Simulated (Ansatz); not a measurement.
System: Rh (fcc type), 1 atom in the cell.

```xyz
1
Lattice="0.0000 1.9129 1.9129 1.9129 0.0000 1.9129 1.9129 1.9129 0.0000" Properties=species:S:1:pos:R:3 pbc="T T T"
Rh    0.0000    0.0000    0.0000
```

Code and potentials: Ansatz PAW hard set, 700 eV. Settings of the plain PBE run: k-mesh 4×4×4 Γ-centred; Fermi–Dirac smearing of 0.15 eV; no spin polarisation.

Plain PBE gives:

| Item | Value |
| --- | --- |
| Pressure | -5.45 GPa |

Problem. What changes under PBE with spin–orbit coupling?

Solution. The pressure increases by 0.15 GPa to -5.30 GPa.

The stress includes the program's correction for the finite plane-wave basis.

The k-mesh is coarse, so these values belong to this mesh and can lie far from the converged ones.
